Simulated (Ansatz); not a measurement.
# C2N: from a guess to a relaxed structure

Computed with Ansatz, DFT PBE, scalar-relativistic, plane waves, PAW. Cutoff 420 eV, Gaussian smearing, Γ-centred meshes. Cell and atoms relax first on a coarse mesh and then on a converged one. In between, the cell is made exact in the group found at 0.06 Å. The steps can't lower the symmetry of their start. No spin polarisation in the relaxation; trial moments died out in a coarse test.

A trial structure of C2N was built thus: 4-, 5-connected net, elements by coordination (P-1, No. 2). The dimensions are guesses.

```
C N
1.0
     2.32779    0.00000    0.00000
     0.17237    2.79079    0.00000
     0.66717    1.12836    3.22515
C N
4 2
Direct
  0.28051 0.28177 0.81850
  0.79353 0.52227 0.67176
  0.20647 0.47773 0.32824
  0.71949 0.71823 0.18150
  0.87163 0.98032 0.75437
  0.12837 0.01968 0.24563
```

Formation energies are uncorrected and refer to the elements' standard structures at the same level (N₂ as a molecule).

**Question.** Which structure results?

**Answer.** The symmetry stays P-1 (No. 2). The volume per atom grows by 80.7 %, from 3.5 to 6.3 Å³. The shortest distance goes from 1.33 Å (C–C) to 1.44 Å (C–N). The energy falls by about 5.3 eV/atom (the start's value is from the coarse mesh). The end is written in a standard setting, so origin, axes and order of atoms can differ from the start's. Conventional cell: a = 2.634 Å, b = 3.655 Å, c = 4.410 Å, α = 79.3°, β = 73.8°, γ = 68.9°. Around C on its first site lie 2 N at 1.45–1.46 Å and 2 C at 1.60 Å; C on its second site is surrounded by 1 N at 1.44 Å and 3 C at 1.52–1.60 Å; around N lie 3 C at 1.44–1.46 Å.

```cif
data_structure
_symmetry_space_group_name_H-M 'P-1'
_symmetry_Int_Tables_number 2
_cell_length_a 2.6343
_cell_length_b 3.6547
_cell_length_c 4.4099
_cell_angle_alpha 79.293
_cell_angle_beta 73.812
_cell_angle_gamma 68.897
_cell_volume 37.87
loop_
_atom_site_label
_atom_site_type_symbol
_atom_site_symmetry_multiplicity
_atom_site_Wyckoff_symbol
_atom_site_fract_x
_atom_site_fract_y
_atom_site_fract_z
_atom_site_occupancy
C1 C 2 i 0.99442 0.22266 0.80677 1
C2 C 2 i 0.44111 0.44948 0.67873 1
N1 N 2 i 0.14291 0.79721 0.84634 1
```

**Question.** Give its energy and gap.

**Answer.**

- Formation energy: +0.673 eV/atom
- Gap on the 14×10×8 mesh of the 6-atom cell: 0.40 eV

The separate elements lie lower, so it is unstable against them.

The last run used Gaussian smearing of 0.02 eV. Kohn–Sham gaps at this level usually fall short of measured ones. The reference form of C is held partly by dispersion forces, which this level lacks. A structure relaxed within its symmetry needn't be a true minimum.
